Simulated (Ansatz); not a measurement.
Values for one crystal, relaxed and computed with r²SCAN in the plane-wave PAW code Ansatz; other levels are named.

```yaml
volume_per_atom: 20.25 Å³
band_gap: 1.85 eV (indirect)
Poisson's ratio: 0.23
zero_point_energy: 46.8 meV/atom
Pressure derivative B′: 4.4
Electronic dielectric constant ε∞ (DFPT): 9.35
smallest_direct_gap_on_the_standard_path: 2.36 eV
```

Which of these materials gives this?
(A) ZnSe, zinc blende
(B) GaP, zinc blende
(C) GaN, zinc blende
(D) GaAs, zinc blende

B, GaP, zinc blende

Space group F-43m (zinc blende). Symmetry was held in the r²SCAN relaxation; phonons on a q-mesh show no instability. Spin–orbit coupling is left out wherever it is not named.

Potentials: the earlier of the program's two PAW sets.
